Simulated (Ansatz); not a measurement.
BN:
```yaml
crystal:
  lattice:
    - [2.52322, 0.00000, 0.00000]
    - [-1.26161, 2.18517, 0.00000]
    - [0.00000, 0.00000, 4.17520]
  atoms:
    - { symbol: B, position: [0.66667, 0.33333, 0.99970] }
    - { symbol: B, position: [0.33333, 0.66667, 0.49970] }
    - { symbol: N, position: [0.66667, 0.33333, 0.62530] }
    - { symbol: N, position: [0.33333, 0.66667, 0.12530] }
```

Relaxed with LDA. Special points in fractions of this cell's reciprocal vectors: Γ (0.000, 0.000, 0.000); M (0.500, 0.000, 0.000); K (0.333, 0.333, 0.000); A (0.000, 0.000, 0.500); L (0.500, 0.000, 0.500); H (0.333, 0.333, 0.500).

**Question.** List the band energies nearest the valence-band maximum at these points for LDA (plane waves, PAW; program Ansatz).

**Answer.** In eV from the valence-band maximum; about four levels below and three above (degenerate sets whole), none deeper than 8.9 eV; points with the same levels are listed once.

```
k                          below                          above
-  -----------------------------  -----------------------------
Γ    -2.19 -2.19 -0.29 0.00 0.00                 8.36 8.36 8.63
M        -7.05 -5.14 -4.59 -2.18                6.73 7.90 10.62
K  -7.26 -7.26 -5.64 -5.56 -5.56               4.93 13.68 13.68
A        -1.21 -1.21 -1.21 -1.21  9.70 9.70 9.95 9.95 9.95 9.95
L        -3.89 -3.89 -3.67 -3.67          6.59 6.59 10.16 10.16
H        -8.02 -8.02 -3.13 -3.13          9.50 9.50 10.08 10.08
```

Space group P6_3mc (wurtzite). The cell was relaxed with LDA under the symmetry of its start; phonons on a q-mesh show no instability.

Potentials: the later of the program's two PAW sets.
